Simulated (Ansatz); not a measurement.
A crystal relaxed with r2SCAN in Ansatz 0.2.0 has space group Imm2 (No. 44) and a = 4.177 Å, b = 12.516 Å, c = 5.893 Å.

```tsv
atom	site	x	y	z
Xx	2a	0.0000	0.0000	0.0013
Ga	2b	0.5000	0.0000	0.2181
Sb	4d	0.0000	0.3349	0.9988
Ga	4d	0.5000	0.3467	0.2665
```

r2SCAN gives a direct gap of 0.52 eV at Γ. The HSE06 gap is direct at Γ: 0.89 eV. Meshes: r2SCAN 8×8×8, HSE06 4×4×4.

Task: Which element is Xx?
A. N
B. As
C. Bi
D. P

Result: D. Xx is P: Ga3Sb2P, ordered on the zincblende lattice (Imm2) with 6 atoms a cell. P is surrounded by 4 Ga at 2.37–2.45 Å; Ga is surrounded by 2 P at 2.45 Å and 2 Sb at 2.65 Å; Sb is surrounded by 4 Ga at 2.62–2.65 Å; Ga is surrounded by 1 P at 2.37 Å and 3 Sb at 2.62–2.65 Å.

No spin polarisation. The prototype was imposed, so other structures may be more stable.

Spin-orbit coupling is left out, which matters wherever the heavy atoms make up the band edges.
